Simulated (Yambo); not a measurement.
Optical response of AlN at -2 % biaxial strain

```
CELL_PARAMETERS angstrom
      3.05086     0.00000     0.00000
     -1.52543     2.64213     0.00000
      0.00000     0.00000     5.03914
ATOMIC_POSITIONS crystal
  N  0.66667 0.33333 0.87803
  N  0.33333 0.66667 0.37803
  Al 0.66667 0.33333 0.50197
  Al 0.33333 0.66667 0.00197
```

Yambo, RPA with local fields on PBEsol bands; 15×15×8 mesh, 32 bands, 4 Ry local-field block, 0.2 eV broadening; field along z.

| E (eV) | Im ε | Re ε | Im ε, independent particles |
|---|---|---|---|
| 0.0 | 0.00 | 4.58 | 0.00 |
| 0.4 | 0.01 | 4.59 | 0.01 |
| 0.8 | 0.02 | 4.61 | 0.02 |
| 1.1 | 0.03 | 4.65 | 0.03 |
| 1.5 | 0.03 | 4.71 | 0.04 |
| 1.9 | 0.05 | 4.78 | 0.05 |
| 2.2 | 0.06 | 4.88 | 0.06 |
| 2.6 | 0.08 | 5.01 | 0.08 |
| 3.0 | 0.10 | 5.17 | 0.10 |
| 3.4 | 0.13 | 5.37 | 0.13 |
| 3.8 | 0.17 | 5.64 | 0.18 |
| 4.1 | 0.25 | 6.01 | 0.26 |
| 4.5 | 0.48 | 6.52 | 0.49 |
| 4.9 | 0.91 | 6.92 | 0.91 |
| 5.2 | 1.36 | 7.53 | 1.37 |
| 5.6 | 2.11 | 8.15 | 2.14 |
| 6.0 | 3.77 | 9.45 | 3.99 |
| 6.4 | 6.54 | 8.47 | 7.04 |
| 6.8 | 8.64 | 7.10 | 9.33 |
| 7.1 | 8.45 | 3.49 | 9.22 |
| 7.5 | 8.10 | 1.62 | 8.76 |
| 7.9 | 5.61 | 0.22 | 5.98 |
| 8.2 | 4.22 | 1.09 | 4.65 |
| 8.6 | 4.04 | 1.20 | 4.43 |
| 9.0 | 3.56 | 2.37 | 4.05 |
| 9.4 | 4.61 | 2.35 | 5.44 |
| 9.8 | 5.49 | 2.08 | 6.80 |
| 10.1 | 5.20 | 0.26 | 6.09 |
| 10.5 | 4.15 | 0.25 | 5.07 |
| 10.9 | 3.71 | 0.10 | 4.81 |
| 11.2 | 3.02 | 0.49 | 3.98 |
| 11.6 | 3.24 | 1.27 | 4.50 |
| 12.0 | 4.48 | 1.07 | 5.66 |
| 12.4 | 4.10 | 0.08 | 4.55 |
| 12.8 | 4.12 | 0.01 | 4.57 |
| 13.1 | 3.82 | -0.59 | 3.90 |
| 13.5 | 3.48 | -0.78 | 3.52 |
| 13.9 | 2.96 | -1.13 | 2.76 |
| 14.2 | 2.65 | -0.91 | 2.52 |
| 14.6 | 2.55 | -0.99 | 2.36 |
| 15.0 | 2.26 | -1.08 | 1.96 |
| 15.4 | 2.22 | -0.97 | 1.90 |
| 15.8 | 1.94 | -1.11 | 1.57 |
| 16.1 | 1.60 | -1.25 | 1.19 |
| 16.5 | 1.34 | -0.92 | 1.08 |
| 16.9 | 1.37 | -0.95 | 1.08 |
| 17.2 | 1.10 | -0.98 | 0.85 |
| 17.6 | 0.91 | -0.88 | 0.72 |
| 18.0 | 0.69 | -0.76 | 0.56 |
| 18.4 | 0.62 | -0.60 | 0.51 |
| 18.8 | 0.51 | -0.50 | 0.42 |
| 19.1 | 0.43 | -0.32 | 0.38 |
| 19.5 | 0.47 | -0.19 | 0.42 |
| 19.9 | 0.48 | -0.13 | 0.43 |

Structure narrower than a few tenths of an eV can come from the finite k mesh. Convergence of the RPA response with its 15×15×8 mesh was not tested. No excitonic effects at this level.

Geometry strained from the cell relaxed with PBEsol, atoms relaxed again.
